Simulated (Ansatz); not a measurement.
**Sensitivity of the gradients in HfO2 with boron replacing Hf to the input**

This input was run with Ansatz:

```yaml
crystal:
  lattice:
    - [0.0, 5.115, 5.115]
    - [5.115, 0.0, 5.115]
    - [5.115, 5.115, 0.0]
  atoms:
    - { symbol: B, position: [0.0, 0.0, 0.0] }
    - { symbol: Hf, position: [0.0, 0.0, 0.5] }
    - { symbol: Hf, position: [0.0, 0.5, 0.0] }
    - { symbol: Hf, position: [0.0, 0.5, 0.5] }
    - { symbol: Hf, position: [0.5, 0.0, 0.0] }
    - { symbol: Hf, position: [0.5, 0.0, 0.5] }
    - { symbol: Hf, position: [0.5, 0.5, 0.0] }
    - { symbol: Hf, position: [0.5, 0.5, 0.5] }
    - { symbol: O, position: [0.125, 0.125, 0.125] }
    - { symbol: O, position: [0.125, 0.125, 0.625] }
    - { symbol: O, position: [0.125, 0.625, 0.125] }
    - { symbol: O, position: [0.125, 0.625, 0.625] }
    - { symbol: O, position: [0.625, 0.125, 0.125] }
    - { symbol: O, position: [0.625, 0.125, 0.625] }
    - { symbol: O, position: [0.625, 0.625, 0.125] }
    - { symbol: O, position: [0.625, 0.625, 0.625] }
    - { symbol: O, position: [0.375, 0.375, 0.375] }
    - { symbol: O, position: [0.375, 0.375, 0.875] }
    - { symbol: O, position: [0.375, 0.875, 0.375] }
    - { symbol: O, position: [0.375, 0.875, 0.875] }
    - { symbol: O, position: [0.875, 0.375, 0.375] }
    - { symbol: O, position: [0.875, 0.375, 0.875] }
    - { symbol: O, position: [0.875, 0.875, 0.375] }
    - { symbol: O, position: [0.875, 0.875, 0.875] }
total_charge: 6
kpoints:
  mp_grid: { grid: [3, 3, 3] }
scf:
  occupations: { method: fermi_dirac, width: 0.01 }
  max_iter: 80
hamiltonian:
  xc: pbe
  pseudopotentials: { kind: paw }
output:
  forces: true
  stress: true
  populations: true
  efg:
    quadrupole_moments_barn: { B: 0.04059, Hf: 3.365, O: -0.02558 }
    contact_densities: true
```

It converged. Of its output the block on the nuclei alone is shown, without the SCF iterations, energies, forces and stress (one atom of each set):

```
--- PAW observables at the nuclei: V_zz in 10²¹ V/m², potentials from the cell's mean, atoms counted from 1 ---
  atom   1  B  V_zz =    -0.000000   η = 0.0000   by run symmetry: forbidden   C_q = -0.0000 MHz
            electrostatic potential = -323.346968 V   contact ρ = 486.156641 e/Å³
  atom   2  Hf V_zz =    +1.222671   η = 0.2208   by run symmetry: allowed   C_q = +99.4831 MHz
            electrostatic potential = -14178.478337 V   contact ρ = 7528532.658354 e/Å³
  atom   8  Hf V_zz =    +0.000000   η = 0.0000   by run symmetry: forbidden   C_q = +0.0000 MHz
            electrostatic potential = -14178.393394 V   contact ρ = 7528525.916782 e/Å³
  atom   9  O  V_zz =    +8.960926   η = 0.0000   by run symmetry: allowed   C_q = -5.5425 MHz
            electrostatic potential = -628.071697 V   contact ρ = 2160.677605 e/Å³
  atom  12  O  V_zz =    +0.150351   η = 0.0000   by run symmetry: allowed   C_q = -0.0930 MHz
            electrostatic potential = -628.448836 V   contact ρ = 2158.398594 e/Å³
```

(1) Can these gradients be trusted, and how do they compare with a run on standard settings?

Results:

(1) No. Against the standard input the change is `total_charge`: -1 → 6; `scf.max_iter`: not typed → 80. A site carries the number of its first atom; V_zz in 10²¹ V/m².

| site | V_zz standard | η standard | V_zz here | η here |
| --- | --- | --- | --- | --- |
| B | 0.00 | – | 0.00 | – |
| Hf2 | -5.98 | 0.61 | 1.22 | 0.22 |
| O9 | 4.25 | 0.00 | 8.96 | 0.00 |
| O12 | 0.72 | 0.00 | 0.15 | 0.00 |

The largest change of V_zz along a kept axis is on O9, from 4.25 to 8.96. In per cent, |V_zz| changes by +111 on O (all sites that start above 2, bar those whose gradient vanishes or changes sign or whose main axis turns by over 40°). On Hf2 the largest principal value lies along another axis in the second run, so the two V_zz can't be compared directly. Other sites without a gradient aren't listed. The changed cell holds a charge of +6 on a uniform background, so it isn't the same centre. It has an odd number of electrons and no spin polarisation, so the extra carrier is shared by both spins and spread out, where a real one carries spin and can localise. At these positions the changed run has forces up to 1.3 eV/Å, so its atoms aren't at their own equilibrium. The gap no longer holds the Fermi energy in the changed run, so its gradients also hang on the k-mesh and the smearing. SCF iterations: 10 and 12. The changed input holds a charge that the system can't hold, so its numbers aren't properties of the crystal.

On the reference run: The defect repeats with the cell of 24 atoms, so it feels its images: sites between two images don't show the values beside a lone defect, and zeros or small values of η there can come from the images' arrangement. This high-symmetry form of HfO2 is unstable when cold, to shifts of the oxygen columns, towards the tetragonal form. The symmetry of the cell holds that distortion back, wholly or in part, and it would change the field gradients, the more the larger the distortion. A uniform background compensates the cell's charge. Without spin–orbit coupling the gradients at and beside Hf can be off by some per cent, at some sites by more. With a gap of 0.5 eV on this mesh, small gradients can still move by 0.1 × 10²¹ V/m² or more as the k-mesh gets denser. The cell keeps the host's lattice, where the PBE pressure is -9 GPa (in a charged cell this depends on the convention for the mean potential). The neighbours have not yet relaxed around the defect (largest force 0.34 eV/Å), so a real crystal will differ.
